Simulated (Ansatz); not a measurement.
The elements of this relaxed trial crystal are hidden behind letters.

```
lattice vectors (Å)
   5.6209    0.0000    0.0000
   0.0000    5.6209    0.0000
   0.0000    0.0000    5.6209
fractional positions
X 0.5000 0.5000 0.5000
Z 0.0000 0.0000 0.5000
Z 0.0000 0.5000 0.0000
Z 0.5000 0.0000 0.0000
Q 0.7600 0.7600 0.7600
Q 0.7600 0.2400 0.2400
Q 0.2400 0.7600 0.2400
Q 0.2400 0.2400 0.7600
```

Computed with DFT PBE, scalar-relativistic, plane waves, PAW in Ansatz 0.2.0. Cutoff 420 eV, Γ-centred 6×6×6 mesh (8-atom cell), Gaussian smearing of 0.02 eV, no spin polarisation.

* Space group: P-43m (No. 215)
* Conventional cell: a = 5.621 Å
* Volume per atom: 22.20 Å³
* Density: 4.19 g/cm³
* Formation energy: −0.364 eV/atom
* Gap on the 6×6×6 mesh of the 8-atom cell: 1.05 eV

Energies are uncorrected and count from the elements' standard states at the same level.

Problem. X is a p-block element of period 5, Z is a p-block element of period 4 and Q is a p-block element of period 3. Which elements are they?

Solution. X = In, Z = Ga, Q = P, so the formula is InGa3P4. Density times volume gives a mean mass of 4.19 × 22.20/1.6605 = 56.0 u per atom, and this set has 56.0 u. In is surrounded by 4 P at 2.53 Å; Ga is surrounded by 4 P at 2.40 Å; P has 3 Ga at 2.40 Å and 1 In at 2.53 Å. Other sets within the hints have nearly the same mass, so mass alone doesn't settle it; this one was computed.

Kohn–Sham gaps at this level usually fall short of measured ones. A later test with randomly moved atoms came back to the same energy, though modes that don't fit the test's cell weren't probed.
